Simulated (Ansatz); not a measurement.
Two states of GdTa₂Co₃

```xyz
6
Lattice="2.7394 4.7448 0.0000 -2.7394 4.7448 0.0000 0.0000 0.0000 3.2695" Properties=species:S:1:pos:R:3 pbc="T T T"
Co    0.0000    4.7448    1.6348
Co    1.3697    2.3724    1.6348
Co   -1.3697    2.3724    1.6348
Gd    0.0000    0.0000    0.0000
Ta   -0.0003    3.1633    0.0000
Ta   -0.0003    6.3262    0.0000
```

Level: PBE, with U_eff = 1.78 eV on Co d, U_eff = 6.41 eV on Gd f (all-electron-ortho-atomic projectors); 420 eV; 5×5×7 Γ-centred mesh; methfessel-paxton occupations (width 0.0153 eV); Ansatz 0.2.0, fixed geometry.

State A: Gd4 down (collinear spin). State B: no moments (no spin polarisation).

Which state is lower, and how do they differ?

State A is lower by 1407.4 meV an atom at zero smearing.

```csv
state,free energy (meV/atom),largest moment in a small sphere (μB),net moment (μB/cell),gap on mesh (eV),pressure (GPa),largest force (eV/Å)
A,0.0,7.25,7.56,metal,46.2,0.00
B,1407.4,0.00,0.00,metal,47.2,0.01
```

Origin: a known structure type with other elements, at an estimated volume, so it need not be a known compound. Caveats: atoms or cell far from equilibrium; open f shell without moments.
